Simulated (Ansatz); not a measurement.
YCuAs2 in space group P4/nmm (No. 129; Y on 2c, Cu on 2b, As on 2a, As on 2c), the program Ansatz at the PBE level (PAW), all energies at zero smearing, with the estimated change up to a 700 eV cutoff added, with one set of potentials and settings (totals compare only within such a set). Cell of 8 atoms (2 Y, 2 Cu, 4 As): -40378.881 eV.

```json
[
 {"element": "Y", "reference phase": "P6_3/mmc, 2 atoms in the cell", "E (eV/atom)": "-3848.6668"},
 {"element": "Cu", "reference phase": "Fm-3m, 1 atoms in the cell", "E (eV/atom)": "-6625.1757"},
 {"element": "As", "reference phase": "R-3m, 2 atoms in the cell", "E (eV/atom)": "-4856.1377"}
]
```

Formation energy per atom, worked out: (-40378.881 − 2×(-3848.6668) − 2×(-6625.1757) − 4×(-4856.1377))/8 = -0.831 eV/atom (-80 kJ per mol of atoms), at 0 K, without zero-point energy or fitted corrections.

The first step of the workflow began from a Materials Project structure, measured or hypothetical; the Crystallography Open Database files this formula in space group No. 129, but the cells were not matched. Its standing as an ambient phase is unchecked. The PBE relaxation kept the symmetry of its start; whether a distortion lowers the energy is not shown. No spin polarisation was allowed. The references are the lowest solids computed at this level, not always the standard phases.

Potentials: the later of the program's two PAW sets.
